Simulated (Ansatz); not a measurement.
Given:

P2W:
```yaml
crystal:
  lattice:
    - [1.56570, -5.54027, 0.00000]
    - [1.56570, 5.54027, 0.00000]
    - [0.00000, 0.00000, 4.93285]
  atoms:
    - { symbol: P, position: [0.06998, 0.93002, 0.38257] }
    - { symbol: P, position: [0.93002, 0.06998, 0.88257] }
    - { symbol: P, position: [0.79713, 0.20287, 0.20047] }
    - { symbol: P, position: [0.20287, 0.79713, 0.70047] }
    - { symbol: W, position: [0.40670, 0.59330, 0.49996] }
    - { symbol: W, position: [0.59330, 0.40670, 0.99996] }
```

This is the LDA-relaxed structure.

**Question.** All from DFT-LDA in the program Ansatz with PAW potentials, unless another level is named. Estimate the electronic character.

**Answer.** metallic (no gap).

**Question.** Next, the density of states at the Fermi level?

**Answer.** 0.19 states/eV per atom (mean over ±0.08 eV).

**Question.** And the formation energy from the elements (no fitted shifts)?

**Answer.** -0.51 eV/atom.

Space group Cmc2_1. The workflow started from a Materials Project entry (that database holds measured and hypothetical structures alike); the Crystallography Open Database files this formula in space group No. 36, but the cells were not matched. Its standing as an ambient phase is unchecked. The LDA relaxation kept the symmetry of its start; its stability against distortions is not shown here. The run is not spin-polarised. The references are the lowest solids computed at this level, not always the standard phases. Spin–orbit coupling is left out wherever it is not named.

Potentials: the later of the program's two PAW sets.
